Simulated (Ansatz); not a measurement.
B2Br: input and output

Input file of Ansatz 0.2.0:

```yaml
crystal:
  lattice:
    - [3.745344, 0.0, 0.0]
    - [-1.872672, 3.243566, 0.0]
    - [0.0, 0.0, 9.174076]
  atoms:
    - { symbol: B, position: [0.0, 0.0, 0.38] }
    - { symbol: B, position: [0.0, 0.0, 0.62] }
    - { symbol: B, position: [0.6667, 0.3333, 0.023] }
    - { symbol: B, position: [0.3333, 0.6667, 0.977] }
    - { symbol: Br, position: [0.6667, 0.3333, 0.306] }
    - { symbol: Br, position: [0.3333, 0.6667, 0.694] }
  symmetry: { tolerance: 0.0003 }
kpoints:
  mp_grid: { grid: [10, 10, 4], shift: [0, 0, 0] }
  band_path:
    path:
      - [0.0, 0.0, 0.0]
      - [0.5, 2.3e-07, 0.0]
      - [0.33333333, 0.33333356, 0.0]
      - [0.0, 0.0, 0.0]
      - [0.0, 0.0, 0.5]
      - [0.5, 2.3e-07, 0.5]
      - [0.33333333, 0.33333356, 0.5]
      - [0.0, 0.0, 0.5]
      - [0.5, 2.3e-07, 0.5]
      - [0.5, 2.3e-07, 0.0]
      - [0.33333333, 0.33333356, 0.5]
    npoints: 6
magnetization:
  spin_polarized: false
scf:
  occupations: { method: fermi_dirac }
  lower_state_search: "off"
  max_iter: 200
hamiltonian:
  pseudopotentials: { kind: paw }
  xc: pbe
basis:
  ecutwfc: 420
  fft_grid_basis: typed
output:
  forces: true
  stress: true
  eigenvalues: true
  bader: true
  populations: true
  elf: true
  write_potential: true
  volumetric_format: npy
  dos:
    e_range: [-12, 8]
    de: 0.05
    projected: { site_lists: { B: [B], Br: [Br] } }
checkpoint:
  read: saved_state
```

The run starts from an earlier solution of this cell. 

Excerpt of what it printed:

```
Warning: the atoms were moved onto the symmetric positions of the space group found under crystal.symmetry.tolerance 3.0e-4 (fractional; no operation is sought that the atoms, as they stand in a round, miss by more than twice it, and no atom is moved by as much as it), and the run uses the moved positions.
Pseudopotentials: kind: paw
Pseudopotential: B, paw, valence charge 3, recommended cutoff 420 eV (normal), B.paw.azcp
Pseudopotential: Br, paw, valence charge 7, recommended cutoff 420 eV (normal), Br.paw.azcp
Functional definition: PBE
  exchange = pbe_x(kappa = kappa, mu = beta*pi^2/3)
  correlation = pbe_c(beta = beta)
Crystal: 6 atoms, lattice volume = 111.449 Å³
Basis set: ecut = 420 eV, 2215 PW (Γ), exchange–correlation on 54×54×128 points (8 copies of the dense FFT grid, shifted against one another)
Bands: 19, of which v1, the nominal top of the filled ones, is band 13 counted from 1 (12 counted from 0)
Symmetry: 12 space group operations
Space group: P-3m1 (ITA 164), of the structure as read, at distance tolerance 1.4e-3 Å
k-points: 50 of 400
Initial density: read from a saved state, or passed on in memory by an earlier SCF of this step, an earlier step, the calling program or the single point that the run made first
Functional: x = pbe(κ = 0.804, μ = 0.2195), c = pbe(β = 0.0667)
Free energy (F): -6178.9704 eV
Harris-Foulkes:  -6178.9704 eV  (|F-HF|=5.13e-9)
Internal energy: -6178.8613 eV  (E = F + TS)
E sigma→0 (E₀):  -6178.9158 eV
Entropy (-TS):   -0.1091 eV (-18.182 meV/atom)
Fermi energy:    5.1122 eV
--- Per-component energies (eV) ---
  E_band       = -52.0545
  E_kinetic    = 412.1021
  E_local      = -590.8078  (includes V_loc(G=0)·N_el)
  E_nonlocal   = 195.1425
  E_hartree    = 150.8784
  E_xc         = -639.3693
  E_vxc        = -336.3852  (∫ρ·V_xc dr)
  E_paw        = -4807.5594  (= ΣΔE_a)
  E_vpaw       = -33.8623  (= ΣTr[D̂ρ^β])
  E_aug_tail   =  0.0000  (compensation charges beyond the density's cutoff)
  E_ewald      = -899.2479
  E_smearing   = -0.1091  (= −TS)
--- Stress (GPa, compression-positive) ---
       -8.2626       0.0000       0.0000
        0.0000      -8.2626       0.0000
        0.0000       0.0000     -12.7031
  P = ⅓ Tr σ = -9.7428 GPa (-97.428 kbar)
--- Löwdin populations: 6 sites ---
  site symbol       q [e]
     0      B      3.4090
     1      B      3.4090
     2      B      3.1486
     3      B      3.1486
     4     Br      6.3467
     5     Br      6.3467
  spilling = 0.0074 (of n_electrons = 26.0000)
--- Bader charges: 6 sites ---
  site symbol  charge [e]  shift [e]
     0      B      0.2037     0.0016
     1      B      0.2037     0.0016
     2      B     -0.0104     0.0001
     3      B     -0.0104     0.0001
     4     Br     -0.1933     0.0015
     5     Br     -0.1933     0.0015
```

Origin: a known structure type with other elements, at an estimated volume, so it need not be a known compound. Caveats: many states at the Fermi level without spin polarisation, so a magnetic state may lie lower; atoms or cell far from equilibrium.
